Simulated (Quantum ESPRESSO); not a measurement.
TiZr2F4O4, one run as intended and one with a planted mistake

Computed values, not a measurement. The program is pw.x of Quantum ESPRESSO 7.5 (plane-wave density functional theory). The cell is made up: 11 atoms on a fluorite lattice with one site empty, with randomly drawn elements, strain and displacements, not relaxed. PseudoDojo standard norm-conserving files (v0.5 for PBE, v0.4.1 for LDA and PBEsol) set the functional; there is no spin polarisation, spin-orbit coupling or dispersion term, and the masses in the input are unused placeholders.

Intended input:

```
&control calculation='scf', pseudo_dir='./dojo.nc.sr.pbe.v0_5.standard.upf', outdir='./o', disk_io='low', tprnfor=.true., tstress=.true. /
&system ibrav=0, nat=11, ntyp=4, nbnd=50, ecutwfc=84.00895049, nosym=.true., tot_charge=0,
 occupations='smearing', smearing='fd', degauss=0.0018374661
/
&electrons conv_thr=7.350e-09, electron_maxstep=60, /
ATOMIC_SPECIES
F 1.0 F.upf
O 1.0 O.upf
Ti 1.0 Ti.upf
Zr 1.0 Zr.upf
CELL_PARAMETERS angstrom
4.8707 0.0371 -0.0202
0.0371 4.9642 -0.0353
-0.0202 -0.0353 4.9273
ATOMIC_POSITIONS angstrom
Ti 0.0742 -0.0932 0.0677
Zr 2.2967 0.0401 2.5394
Zr 2.344 2.5201 -0.0716
F 0.9916 1.239 1.1468
F 1.2123 1.1116 3.7375
O 1.1039 3.6936 1.0813
F 1.1539 3.7641 3.6735
O 3.6485 1.296 1.3698
F 3.6875 1.1764 3.5854
O 3.729 3.71 1.1969
O 3.6031 3.7909 3.5963
K_POINTS automatic
5 5 5 1 1 1
```

The log is shortened where brackets say so; the opening notice, blank lines, dates and the lines on written files are dropped, and the path of the files is cut. It prints rydbergs, bohrs and kilobars, and counts compression as positive stress. Where no state is partly filled, the Fermi energy that it prints is only some level between the filled and the empty states on the mesh, and need not lie in the true gap.

Log of the intended run:

```
     Program PWSCF v.7.5
     Parallel version (MPI & OpenMP), running on       4 processor cores
     Number of MPI processes:                 4
     Threads/MPI process:                     1
     [start-up lines left out]
     bravais-lattice index     =            0
     lattice parameter (alat)  =       9.2046  a.u.
     unit-cell volume          =     803.8818 (a.u.)^3
     number of atoms/cell      =           11
     number of atomic types    =            4
     number of electrons       =        88.00
     number of Kohn-Sham states=           50
     kinetic-energy cutoff     =      84.0090  Ry
     charge density cutoff     =     336.0358  Ry
     scf convergence threshold =      7.3E-09
     mixing beta               =       0.7000
     number of iterations used =            8  plain     mixing
     Exchange-correlation= PBE
                           (   1   4   3   4   0   0   0)
     [axes and pseudopotential details left out]
   Cartesian axes
     site n.     atom                  positions (alat units)
         1        Ti     tau(   1) = (   0.0152334  -0.0191341   0.0138989  )
         2        Zr     tau(   2) = (   0.4715161   0.0082326   0.5213428  )
         3        Zr     tau(   3) = (   0.4812269   0.5173805  -0.0146996  )
         4        F      tau(   4) = (   0.2035770   0.2543687   0.2354398  )
         5        F      tau(   5) = (   0.2488871   0.2282132   0.7673146  )
         6        O      tau(   6) = (   0.2266324   0.7583019   0.2219926  )
         7        F      tau(   7) = (   0.2368975   0.7727757   0.7541753  )
         8        O      tau(   8) = (   0.7490428   0.2660708   0.2812221  )
         9        F      tau(   9) = (   0.7570496   0.2415168   0.7360883  )
        10        O      tau(  10) = (   0.7655696   0.7616689   0.2457255  )
        11        O      tau(  11) = (   0.7397221   0.7782777   0.7383261  )
     number of k points=    63  Fermi-Dirac smearing, width (Ry)=  0.0018
                       cart. coord. in units 2pi/alat
        k(    1) = (   0.0996712   0.0980862   0.0999663), wk =   0.0320000
        k(    2) = (   0.1004806   0.0994861   0.2976897), wk =   0.0320000
     [further k points left out]
     Dense  grid:    83605 G-vectors     FFT dimensions: (  54,  60,  60)
     Estimated max dynamical RAM per process >     254.91 MB
     Estimated total dynamical RAM >     958.39 MB
     Initial potential from superposition of free atoms
     starting charge      87.9937, renormalised to      88.0000
     Starting wfcs are   62 randomized atomic wfcs
     total cpu time spent up to now is        5.5 secs
     per-process dynamical memory:   203.4 Mb
     Self-consistent Calculation
     iteration #  1     ecut=    84.01 Ry     beta= 0.70
     Davidson diagonalization with overlap
     ethr =  1.00E-02,  avg # of iterations =  2.0
     total cpu time spent up to now is       14.6 secs
     total energy              =    -649.27119530 Ry
     estimated scf accuracy    <       4.28976026 Ry
     iteration #  2     ecut=    84.01 Ry     beta= 0.70
     Davidson diagonalization with overlap
     ethr =  4.87E-03,  avg # of iterations =  7.4
     total cpu time spent up to now is       31.2 secs
     total energy              =    -643.61403846 Ry
     estimated scf accuracy    <      68.82551905 Ry
     [iterations 3 to 15 left out]
     iteration # 16     ecut=    84.01 Ry     beta= 0.70
     Davidson diagonalization with overlap
     ethr =  2.84E-10,  avg # of iterations =  2.0
     total cpu time spent up to now is      192.0 secs
     total energy              =    -651.64339151 Ry
     estimated scf accuracy    <       0.00000007 Ry
     iteration # 17     ecut=    84.01 Ry     beta= 0.70
     Davidson diagonalization with overlap
     ethr =  8.36E-11,  avg # of iterations =  5.1
     total cpu time spent up to now is      202.9 secs
     End of self-consistent calculation
     [lines on levels left out]
     the Fermi energy is    11.4736 ev
!    total energy              =    -651.64339153 Ry
     estimated scf accuracy    <          5.8E-09 Ry
     smearing contrib. (-TS)   =      -0.00000001 Ry
     internal energy E=F+TS    =    -651.64339151 Ry
     The total energy is F=E-TS. E is the sum of the following terms:
     one-electron contribution =    -194.71050979 Ry
     hartree contribution      =     149.47729291 Ry
     xc contribution           =    -135.66005600 Ry
     ewald contribution        =    -470.75011864 Ry
     convergence has been achieved in  17 iterations
     Forces acting on atoms (cartesian axes, Ry/au):
     atom    1 type  3   force =    -0.27400831   -0.13040975    0.15364788
     atom    2 type  4   force =     0.27629021   -0.12925606   -0.25156748
     atom    3 type  4   force =     0.25394115    0.10934766    0.16825072
     atom    4 type  1   force =     0.05359855    0.01129576    0.00848526
     atom    5 type  1   force =    -0.07307868    0.06852865    0.02441485
     atom    6 type  2   force =     0.07337017    0.05643944   -0.00570842
     atom    7 type  1   force =    -0.04719519   -0.03877428   -0.04418307
     atom    8 type  2   force =    -0.12759789   -0.04983189   -0.11412015
     atom    9 type  1   force =    -0.00526482    0.04463196    0.08198692
     atom   10 type  2   force =    -0.07074444    0.05180514   -0.08490599
     atom   11 type  2   force =    -0.05931074    0.00622337    0.06369949
     Total force =     0.683964     Total SCF correction =     0.000218
     Computing stress (Cartesian axis) and pressure
          total   stress  (Ry/bohr**3)                   (kbar)     P=      136.50
   0.00068231  -0.00012215  -0.00017041          100.37      -17.97      -25.07
  -0.00012215   0.00100871   0.00032615          -17.97      148.39       47.98
  -0.00017041   0.00032615   0.00109265          -25.07       47.98      160.73
     init_run     :      5.12s CPU      5.33s WALL (       1 calls)
     electrons    :    196.85s CPU    197.44s WALL (       1 calls)
     forces       :      1.83s CPU      1.83s WALL (       1 calls)
     stress       :      6.44s CPU      6.44s WALL (       1 calls)
     [timing details left out]
     PWSCF        :   3m30.40s CPU   3m31.25s WALL
     JOB DONE.
```

A second run has one planted mistake: the files are those of another functional. The input lines that differ, file-writing options aside:

```
- &control calculation='scf', pseudo_dir='./dojo.nc.sr.pbe.v0_5.standard.upf', outdir='./o', disk_io='low', tprnfor=.true., tstress=.true. /
+ &control calculation='scf', pseudo_dir='./dojo.nc.sr.pbesol.v0_4_1.standard.upf', outdir='./o', disk_io='low', tprnfor=.true., tstress=.true. /
```

Its log:

```
     Program PWSCF v.7.5
     Parallel version (MPI & OpenMP), running on       4 processor cores
     Number of MPI processes:                 4
     Threads/MPI process:                     1
     [start-up lines left out]
     bravais-lattice index     =            0
     lattice parameter (alat)  =       9.2046  a.u.
     unit-cell volume          =     803.8818 (a.u.)^3
     number of atoms/cell      =           11
     number of atomic types    =            4
     number of electrons       =        88.00
     number of Kohn-Sham states=           50
     kinetic-energy cutoff     =      84.0090  Ry
     charge density cutoff     =     336.0358  Ry
     scf convergence threshold =      7.3E-09
     mixing beta               =       0.7000
     number of iterations used =            8  plain     mixing
     Exchange-correlation= PBESOL
                           (   1   4  10   8   0   0   0)
     [axes and pseudopotential details left out]
   Cartesian axes
     site n.     atom                  positions (alat units)
         1        Ti     tau(   1) = (   0.0152334  -0.0191341   0.0138989  )
         2        Zr     tau(   2) = (   0.4715161   0.0082326   0.5213428  )
         3        Zr     tau(   3) = (   0.4812269   0.5173805  -0.0146996  )
         4        F      tau(   4) = (   0.2035770   0.2543687   0.2354398  )
         5        F      tau(   5) = (   0.2488871   0.2282132   0.7673146  )
         6        O      tau(   6) = (   0.2266324   0.7583019   0.2219926  )
         7        F      tau(   7) = (   0.2368975   0.7727757   0.7541753  )
         8        O      tau(   8) = (   0.7490428   0.2660708   0.2812221  )
         9        F      tau(   9) = (   0.7570496   0.2415168   0.7360883  )
        10        O      tau(  10) = (   0.7655696   0.7616689   0.2457255  )
        11        O      tau(  11) = (   0.7397221   0.7782777   0.7383261  )
     number of k points=    63  Fermi-Dirac smearing, width (Ry)=  0.0018
                       cart. coord. in units 2pi/alat
        k(    1) = (   0.0996712   0.0980862   0.0999663), wk =   0.0320000
        k(    2) = (   0.1004806   0.0994861   0.2976897), wk =   0.0320000
     [further k points left out]
     Dense  grid:    83605 G-vectors     FFT dimensions: (  54,  60,  60)
     Estimated max dynamical RAM per process >     254.91 MB
     Estimated total dynamical RAM >     958.39 MB
     Initial potential from superposition of free atoms
     starting charge      87.9941, renormalised to      88.0000
     Starting wfcs are   62 randomized atomic wfcs
     total cpu time spent up to now is        5.6 secs
     per-process dynamical memory:   203.4 Mb
     Self-consistent Calculation
     iteration #  1     ecut=    84.01 Ry     beta= 0.70
     Davidson diagonalization with overlap
     ethr =  1.00E-02,  avg # of iterations =  2.0
     total cpu time spent up to now is       15.1 secs
     total energy              =    -648.08140386 Ry
     estimated scf accuracy    <       4.00046935 Ry
     iteration #  2     ecut=    84.01 Ry     beta= 0.70
     Davidson diagonalization with overlap
     ethr =  4.55E-03,  avg # of iterations =  7.5
     total cpu time spent up to now is       32.7 secs
     total energy              =    -642.61125764 Ry
     estimated scf accuracy    <      66.60464357 Ry
     [iterations 3 to 16 left out]
     iteration # 17     ecut=    84.01 Ry     beta= 0.70
     Davidson diagonalization with overlap
     ethr =  2.08E-11,  avg # of iterations =  5.2
     total cpu time spent up to now is      210.4 secs
     total energy              =    -650.30865652 Ry
     estimated scf accuracy    <          8.0E-09 Ry
     iteration # 18     ecut=    84.01 Ry     beta= 0.70
     Davidson diagonalization with overlap
     ethr =  9.14E-12,  avg # of iterations =  2.4
     total cpu time spent up to now is      220.0 secs
     End of self-consistent calculation
     [lines on levels left out]
     the Fermi energy is    11.3341 ev
!    total energy              =    -650.30865652 Ry
     estimated scf accuracy    <          8.5E-10 Ry
     smearing contrib. (-TS)   =      -0.00000002 Ry
     internal energy E=F+TS    =    -650.30865650 Ry
     The total energy is F=E-TS. E is the sum of the following terms:
     one-electron contribution =    -194.38684468 Ry
     hartree contribution      =     148.52963112 Ry
     xc contribution           =    -133.70132431 Ry
     ewald contribution        =    -470.75011864 Ry
     convergence has been achieved in  18 iterations
     Forces acting on atoms (cartesian axes, Ry/au):
     atom    1 type  3   force =    -0.26654471   -0.13149448    0.15382874
     atom    2 type  4   force =     0.27443563   -0.12699890   -0.24463220
     atom    3 type  4   force =     0.24936188    0.10978758    0.16629051
     atom    4 type  1   force =     0.05317600    0.00707798    0.00363069
     atom    5 type  1   force =    -0.06801537    0.06348558    0.02636372
     atom    6 type  2   force =     0.07246727    0.05951152   -0.01150302
     atom    7 type  1   force =    -0.04373106   -0.03350425   -0.03896945
     atom    8 type  2   force =    -0.12800948   -0.05139664   -0.11311172
     atom    9 type  1   force =    -0.01008301    0.04043133    0.08047935
     atom   10 type  2   force =    -0.07069189    0.05311998   -0.08674823
     atom   11 type  2   force =    -0.06236527    0.00998028    0.06437161
     Total force =     0.674099     Total SCF correction =     0.000068
     Computing stress (Cartesian axis) and pressure
          total   stress  (Ry/bohr**3)                   (kbar)     P=       67.52
   0.00021637  -0.00012681  -0.00016423           31.83      -18.66      -24.16
  -0.00012681   0.00053855   0.00032086          -18.66       79.22       47.20
  -0.00016423   0.00032086   0.00062214          -24.16       47.20       91.52
     init_run     :      5.05s CPU      5.27s WALL (       1 calls)
     electrons    :    213.75s CPU    214.43s WALL (       1 calls)
     forces       :      1.94s CPU      1.96s WALL (       1 calls)
     stress       :      6.62s CPU      6.63s WALL (       1 calls)
     [timing details left out]
     PWSCF        :   3m47.77s CPU   3m48.74s WALL
     JOB DONE.
```

|  | intended run | run with the mistake |
| --- | --- | --- |
| free energy (eV) | -8866.060 | -8847.900 |
| smearing term -TS (eV) | 0.0000 | 0.0000 |
| pressure (GPa) | 13.65 | 6.75 |
| largest force component (eV/Å) | 7.104 | 7.056 |
| largest change of a force component (eV/Å) |  | 0.192 |
| iterations | 17 | 18 |

For scale, a rerun of the intended cell at 1467 eV and a 7 x 7 x 7 mesh moved values by no more than 0.004 eV in energy, 0.04 GPa in stress and 0.003 eV/Å in force. Files of another functional have another zero of energy, so the energy change says nothing on stability.